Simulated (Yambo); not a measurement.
Yambo run on Cs2PtBr6 (space group Fm-3m, No. 225). The wavefunctions come from this Quantum ESPRESSO step (PBEsol, PseudoDojo standard norm-conserving files, scalar-relativistic):

```
&CONTROL
  calculation = 'nscf'
  pseudo_dir = './pseudo'
  outdir = './out'
/
&SYSTEM
  ibrav = 0
  nat = 9
  ntyp = 3
  ecutwfc = 84.0
  ecutrho = 336.0
  occupations = 'fixed'
  force_symmorphic = .true.
  nbnd = 327
/
&ELECTRONS
  conv_thr = 9.000000000000001e-09
  diago_full_acc = .true.
  diago_thr_init = 1e-08
/
ATOMIC_SPECIES
Br 79.9040 Br.upf
Cs 132.9055 Cs.upf
Pt 195.0840 Pt.upf
CELL_PARAMETERS angstrom
  0.000000000000   5.407800000000   5.407800000000
  5.407800000000   0.000000000000   5.407800000000
  5.407800000000   5.407800000000   0.000000000000
ATOMIC_POSITIONS crystal
Br   0.769230000000   0.230770000000   0.769230000000
Br   0.230770000000   0.769230000000   0.230770000000
Br   0.769230000000   0.230770000000   0.230770000000
Br   0.230770000000   0.769230000000   0.769230000000
Br   0.769230000000   0.769230000000   0.230770000000
Br   0.230770000000   0.230770000000   0.769230000000
Cs   0.750000000000   0.750000000000   0.750000000000
Cs   0.250000000000   0.250000000000   0.250000000000
Pt   0.000000000000   0.000000000000   0.000000000000
K_POINTS automatic
2 2 2 0 0 0
```

Yambo input:

```
rim_cut
gw0
dyson
el_el_corr
HF_and_locXC
ppa
em1d
RandQpts= 1000000
RandGvec= 1 Ry
EXXRLvcs= 84 Ry
VXCRLvcs= 336 Ry
Chimod= "HARTREE"
% BndsRnXp
 5 | 324 |
%
NGsBlkXp= 6 Ry
% LongDrXp
 1.0 | 1.0 | 1.0 |
%
PPAPntXp= 27.2114 eV
% GbndRnge
 1 | 324 |
%
GTermKind= "BG"
DysSolver= "n"
ExtendOut
% QPkrange
 1 | 1 | 39 | 40 |
 2 | 2 | 39 | 40 |
 3 | 3 | 39 | 40 |
%
```

k points by index: 1 = Γ, 2 = L, 3 = X.

The o-*.qp file then holds:

```
#    K-point    Band    Eo [eV]    E [eV]    E-Eo [eV]    Vxc [eV]    Vnlxc [eV]    Sc|Eo [eV]    Sc|E [eV]    dSc/dw|Eo [eV]    Re(Z)    Im(Z)
#
    1    39    0.000000    -1.150669    -1.150669    -13.06116    -16.86736    2.378347    2.655532    -6.554254    0.805888    -0.001345
    1    40    2.219381    3.334655    1.115273    -16.86366    -13.16804    -2.277897    -2.580348    -7.376110    0.786707    -0.005140
    2    39    -0.230057    -1.420821    -1.190764    -12.80750    -16.69298    2.407769    2.694709    -6.556642    0.805831    -0.001069
    2    40    1.943175    3.002333    1.059158    -16.46379    -12.94996    -2.180340    -2.454672    -7.048709    0.794231    0.004713
    3    39    -0.022333    -1.172203    -1.149870    -13.01915    -16.81367    2.367946    2.644647    -6.547387    0.806052    -0.001337
    3    40    1.290078    2.262760    0.972682    -15.53269    -12.17447    -2.148499    -2.385531    -6.630388    0.804073    -0.001742
```
(The two width columns are left out.) Convergence of these settings isn't established.

Spin-orbit coupling is not included.

Geometry of the Materials Project entry, not relaxed at this level.

The structure is a Materials Project entry; no match was found in the copy of COD used, and its stability was not checked.
